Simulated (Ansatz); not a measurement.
Si$_{2}$W:
```cif
data_Si6W3
_chemical_formula_sum 'Si6 W3'
_space_group_name_H-M_alt 'P 1'
_space_group_IT_number 1
_cell_length_a 4.57659
_cell_length_b 4.57659
_cell_length_c 6.60374
_cell_angle_alpha 90.000
_cell_angle_beta 90.000
_cell_angle_gamma 120.000
loop_
_space_group_symop_operation_xyz
  'x, y, z'
loop_
_atom_site_label
_atom_site_type_symbol
_atom_site_fract_x
_atom_site_fract_y
_atom_site_fract_z
_atom_site_occupancy
Si1 Si 0.83619 0.67238 0.50000 1
Si2 Si 0.16381 0.83619 0.83333 1
Si3 Si 0.32762 0.16381 0.16667 1
Si4 Si 0.16381 0.32762 0.50000 1
Si5 Si 0.83619 0.16381 0.83333 1
Si6 Si 0.67238 0.83619 0.16667 1
W1 W 0.00000 0.50000 0.16667 1
W2 W 0.50000 0.00000 0.50000 1
W3 W 0.50000 0.50000 0.83333 1
```

Relaxed with PBEsol.

Task: Which orbitals make up the states near the Fermi level in PBEsol (plane waves, PAW; program Ansatz)?

Result: Within 0.5 eV of the Fermi level: W 5d 51 %, Si 3p 26 %, Si 3s 15 %, outside the projected shells 5 %. Projections are on Löwdin-orthogonalised atomic valence shells; empty p or d shells of many metals are not among them.

Task: Tabulate the density of states.

Result: States/eV per cell of 9 atoms, in 0.25 eV bins, energy from the Fermi level.

| E (eV) | total | W 5d | Si 3p | Si 3s |
|---|---|---|---|---|
| -7.85 | 1.73 | 0.43 | 0.70 | 0.45 |
| -7.60 | 1.73 | 0.42 | 0.82 | 0.33 |
| -7.35 | 2.29 | 0.57 | 1.22 | 0.29 |
| -7.10 | 2.77 | 0.63 | 1.61 | 0.26 |
| -6.85 | 3.99 | 1.06 | 2.28 | 0.37 |
| -6.60 | 3.90 | 1.05 | 2.20 | 0.40 |
| -6.35 | 2.68 | 0.70 | 1.50 | 0.29 |
| -6.10 | 3.83 | 1.12 | 2.06 | 0.37 |
| -5.85 | 3.88 | 1.24 | 2.02 | 0.34 |
| -5.60 | 2.76 | 0.97 | 1.27 | 0.29 |
| -5.35 | 2.51 | 0.94 | 1.04 | 0.32 |
| -5.10 | 3.07 | 1.16 | 1.26 | 0.41 |
| -4.85 | 3.87 | 1.48 | 1.67 | 0.46 |
| -4.60 | 3.89 | 1.67 | 1.60 | 0.39 |
| -4.35 | 6.44 | 2.82 | 2.77 | 0.52 |
| -4.10 | 6.66 | 3.16 | 2.74 | 0.43 |
| -3.85 | 8.02 | 4.42 | 2.84 | 0.42 |
| -3.60 | 10.24 | 5.35 | 4.17 | 0.33 |
| -3.35 | 10.29 | 5.39 | 4.27 | 0.27 |
| -3.10 | 6.43 | 3.13 | 2.78 | 0.25 |
| -2.85 | 6.00 | 3.03 | 2.44 | 0.25 |
| -2.60 | 4.19 | 2.62 | 1.22 | 0.17 |
| -2.35 | 2.33 | 1.59 | 0.56 | 0.09 |
| -2.10 | 2.02 | 1.41 | 0.46 | 0.08 |
| -1.85 | 2.12 | 1.54 | 0.40 | 0.08 |
| -1.60 | 1.98 | 1.45 | 0.37 | 0.06 |
| -1.35 | 5.03 | 3.63 | 1.01 | 0.13 |
| -1.10 | 2.71 | 2.00 | 0.46 | 0.08 |
| -0.85 | 2.38 | 1.85 | 0.29 | 0.06 |
| -0.60 | 2.33 | 1.80 | 0.31 | 0.08 |
| -0.35 | 0.94 | 0.71 | 0.13 | 0.03 |
| -0.10 | 0.20 | 0.14 | 0.04 | 0.01 |
| 0.15 | 0.47 | 0.21 | 0.18 | 0.06 |
| 0.40 | 4.02 | 1.71 | 1.18 | 0.77 |
| 0.65 | 5.50 | 2.94 | 1.32 | 0.62 |
| 0.90 | 5.29 | 2.62 | 1.53 | 0.66 |
| 1.15 | 6.61 | 2.96 | 2.08 | 0.87 |
| 1.40 | 6.51 | 3.01 | 1.79 | 0.76 |
| 1.65 | 5.74 | 2.45 | 1.41 | 0.78 |
| 1.90 | 5.55 | 2.12 | 1.38 | 0.67 |
| 2.15 | 7.20 | 2.97 | 1.68 | 0.98 |
| 2.40 | 4.94 | 2.03 | 1.19 | 0.75 |
| 2.65 | 6.38 | 2.49 | 1.53 | 1.09 |
| 2.90 | 5.89 | 2.02 | 1.54 | 0.87 |
| 3.15 | 6.61 | 2.25 | 1.82 | 0.83 |
| 3.40 | 5.91 | 1.92 | 1.90 | 0.81 |
| 3.65 | 5.20 | 1.62 | 1.71 | 0.68 |
| 3.90 | 5.24 | 1.47 | 1.88 | 0.66 |
| 4.15 | 4.06 | 1.12 | 1.48 | 0.46 |
| 4.40 | 5.21 | 1.36 | 1.82 | 0.50 |
| 4.65 | 4.52 | 1.03 | 1.68 | 0.54 |

Space group P6_222. The workflow started from a Materials Project entry (that database holds measured and hypothetical structures alike); the Crystallography Open Database copy checked does not list it. It is not the phase usual at ambient conditions (space group No. 139). The cell was relaxed with PBEsol under the symmetry of its start; of distortions, only those at the zone centre were tested. No spin polarisation was allowed. Spin–orbit coupling is left out wherever it is not named.

Potentials: the earlier of the program's two PAW sets.
